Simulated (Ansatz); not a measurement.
Relaxed-ion elastic tensor of GeSe in space group P-6m2 (No. 187; Ge on 1a, Se on 1f) in GPa (Voigt order), PBEsol in the plane-wave PAW code Ansatz; density 5.88 g/cm³, 21.40 Å³ per atom.

```
69.3  44.0  42.5   0.0   0.0   0.0
44.0  69.3  42.5   0.0   0.0   0.0
42.5  42.5   170   0.0   0.0   0.0
 0.0   0.0   0.0  19.9   0.0   0.0
 0.0   0.0   0.0   0.0  19.9   0.0
 0.0   0.0   0.0   0.0   0.0  12.6
```

**Question.** Is the crystal mechanically stable?

**Answer.** Yes: the smallest eigenvalue of C is 12.6 GPa.

**Question.** Work out the Voigt, Reuss and Hill averages.

**Answer.** K_V = 63.0, K_R = 55.2, K_H = 59.1; G_V = 22.5, G_R = 17.7, G_H = 20.1 GPa.

**Question.** Give Young's modulus, Poisson's ratio, Pugh's ratio and the universal anisotropy index.

**Answer.** E = 9KG/(3K + G) = 54.1 GPa; ν = 0.35; K/G = 2.94 (ductile by the Pugh limit of 1.75); A_U = 5G_V/G_R + K_V/K_R − 6 = 1.50.

**Question.** Estimate the sound speeds and the Debye temperature.

**Answer.** v_l = √((K + 4G/3)/ρ) = 3820 m/s, v_t = √(G/ρ) = 1850 m/s, mean 2080 m/s; Θ = (h/k)(3n/4πV)^(1/3) v_m = 223 K.

**Question.** How much does each axis shrink under pressure?

**Answer.** Linear compressibilities β_i = Σ_j S_ij (j = 1 to 3): x 8.2, y 8.2, z 1.8 per TPa.

A made-up cell: these elements were put on the sites of a structure type; neither database checked (COD, Materials Project) lists it. It is not the phase usual at ambient conditions (space group No. 62). Symmetry was held in the PBEsol relaxation. At this level the phase is dynamically unstable (imaginary phonons). As this level gives no gap, shear constants depend on the k-mesh and smearing (Fermi–Dirac, 0.1 eV here). On the denser mesh and wider smearing of the elastic run this cell carries a stress of 0.3 GPa.

Potentials: the later of the program's two PAW sets.
